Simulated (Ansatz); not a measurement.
Phonons of a relaxed structure of ZnS by density-functional perturbation theory (low response-accuracy setting, no LO–TO term) at Γ and zone-boundary points with q components 0 or ½ of the primitive reciprocal vectors. Method: r2SCAN (plane waves to 500 eV, PAW, scalar-relativistic; Ansatz, a program for electronic structure). Γ-centred k-mesh 8×8×4, Fermi–Dirac smearing 0.05 eV.

```xyz
4
Lattice="3.8061 0.0000 0.0000 -1.9031 3.2962 0.0000 0.0000 0.0000 6.2447" Properties=species:S:1:pos:R:3 pbc="T T T"
Zn     1.9031     1.0987     6.2432
Zn     0.0000     2.1975     3.1208
S      1.9031     1.0987     3.9058
S      0.0000     2.1975     0.7834
```

Space group P6₃mc (No. 186), wurtzite type.

| q | wavenumbers (cm⁻¹; i marks imaginary) |
|---|---|
| Γ | 0 (×3), 72 (×2), 196, 271, 276 (×2), 282 (×2), 339 |
| M (½, 0, 0) | 71, 93, 99, 115, 181, 196, 289, 294, 305, 311, 327, 340 |
| A (0, 0, ½) | 58 (×4), 143 (×2), 278 (×4), 340 (×2) |
| L (½, 0, ½) | 87 (×4), 202 (×2), 297 (×2), 304 (×2), 331 (×2) |

Problem. What do these wavenumbers say about the structure?

Solution. No instability shows at these points (nothing beyond 15i cm⁻¹, the threshold used here). Other wavevectors were not sampled, so this does not prove stability.

No spin polarisation in the result.
